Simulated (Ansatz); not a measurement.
## CsPbCl₃: strain energy, fitted

CsPbCl₃, Pm-3m, a = 5.676 Å. The structure is a Materials Project entry; whether it is the stable form wasn't checked. Ansatz: r2SCAN, PAW, 500 eV, Γ-centred 6×6×6 mesh on 5 atoms, Gaussian smearing 0.02 eV; no spin polarisation. Series: strain along c alone, the other axes held, atoms fixed by symmetry; x is the strain in per cent. y is the free energy over the unstrained cell, V0 = 36.569 Å³/atom.

| x (%) | y (meV/atom) |
| --- | --- |
| -6.0 | ? |
| -4.0 | 12.03 |
| -2.0 | 2.70 |
| 0.0 | 0.00 |
| 2.0 | 2.56 |
| 4.0 | 9.24 |
| 6.0 | 19.12 |

Problem. Fit y = c2 x² + c3 x³ to the other rows, turn c2 into a modulus, and predict the missing energy.

Solution. Least squares on the rows shown. y = 0.66332 x² − 0.021968 x³. In eV per unit strain² c2 is 6.633; this is C33 with relaxed ions (E = ½ C33 V0 ε²): 2 × 6.633 × 160.2 / (36.569) = 58 GPa. The unstrained cell keeps some stress along the strain, worth a slope of 0.07 meV/atom per %, which the form leaves out. At x = -6.0 the fit asked for gives 28.62 meV/atom. The run gave 29.64 meV/atom, so the fit is 1.02 meV/atom too low, 3.4 % of the span of the series, against an rms of 0.07 meV/atom on the fitted rows. The row lies outside the fitted range. With a term in x⁴ added, a fit to the same known rows predicts 28.50 meV/atom, no real gain.

Spin–orbit coupling is left out, which can shift energies with elements as heavy as these.

Symmetry holds off the tilts and polar distortions that many cubic perovskites undergo.

Cost: 7 runs of about 3.5 core-minutes in all, on Arm Neoverse V1 (shared hosts).